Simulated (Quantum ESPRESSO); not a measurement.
## Calculated data, Si3Ge (made-up cell)

Computed with Quantum ESPRESSO 7.5. Calculation on a made-up crystal cell, not a measurement, rerun at a higher cutoff and a denser mesh: periodic Kohn-Sham density functional theory in plane waves with PseudoDojo standard norm-conserving scalar-relativistic pseudopotentials, each functional with its own files (v0.5 for PBE, v0.4.1 for LDA and PBEsol), no spin polarisation, no spin-orbit coupling, atoms not relaxed, stress positive in tension, energies less a fixed whole-eV offset for each atom's element; levels are Kohn-Sham levels at fractions of this cell's reciprocal vectors, counted from the reference band (half the neutral cell's valence electrons, rounded up) at Gamma; error bars give the change to or from the runs named with them, not the error of the files; each bar is the largest change over components, and at least 0.002 eV, 0.002 eV per angstrom or 0.02 GPa; energies are for the whole cell, and the offsets were chosen from early runs and are not element reference energies.

```xyz
8
Lattice="5.5563 0.0000 0.0000 0.0000 5.5563 0.0000 0.0000 0.0000 5.5563" Properties=species:S:1:pos:R:3 formula=Si3Ge lattice_type=zincblende/diamond functional=pbe cutoff=1347 fermi_dirac_smearing=0.025 scf_tolerance=1e-07 electrons_removed=0 k_mesh=6_x_6_x_6,shifted_by_half_a_step free_energy_less_offsets=-1.634 scf_iterations=9 smearing_term_minus_ts=0 pressure=-0.7446 stress_xx=0.8012 stress_yy=0.7793 stress_zz=0.6533 stress_yz=0.666 stress_xz=-0.272 stress_xy=-0.06123 error_bar_energy=0.01465 error_bar_stress=0.02844 error_bar_force=0.002 error_bars_from=change_from_the_looser_run_of_this_cell
Si     0.0408    -0.0091    -0.0207
Si    -0.0498     2.8168     2.7604
Ge     2.7321    -0.0045     2.8020
Ge     2.7724     2.7195     0.0185
Si     1.3430     1.3423     1.4182
Si     1.4490     4.2138     4.1797
Si     4.1936     1.3348     4.1473
Si     4.1399     4.1375     1.3932
```

Units: cutoff, fermi_dirac_smearing, scf_tolerance, free_energy_less_offsets, smearing_term_minus_ts, error_bar_energy in eV; pressure, stress_xx, stress_yy, stress_zz, stress_yz, stress_xz, stress_xy, error_bar_stress in GPa; error_bar_force in eV/Å.

Atoms:
| atoms element | atom site | atom energy offset (eV) |
| --- | --- | --- |
| Si | 1 | -115 |
| Si | 2 | -115 |
| Ge | 3 | -2430 |
| Ge | 4 | -2430 |
| Si | 5 | -115 |
| Si | 6 | -115 |
| Si | 7 | -115 |
| Si | 8 | -115 |

Forces:
| site | x (eV/Å) | y (eV/Å) | z (eV/Å) |
| --- | --- | --- | --- |
| 1 | -0.5319 | -0.3166 | 0.3209 |
| 2 | 0.6573 | -0.3062 | 0.5131 |
| 3 | 0.8116 | 0.1248 | -0.5673 |
| 4 | 0.02646 | -0.07333 | -0.1795 |
| 5 | -0.4501 | 0.6885 | -0.09888 |
| 6 | -1.169 | -1.185 | 0.2215 |
| 7 | 0.2947 | 0.5563 | 0.1495 |
| 8 | 0.3607 | 0.512 | -0.3593 |
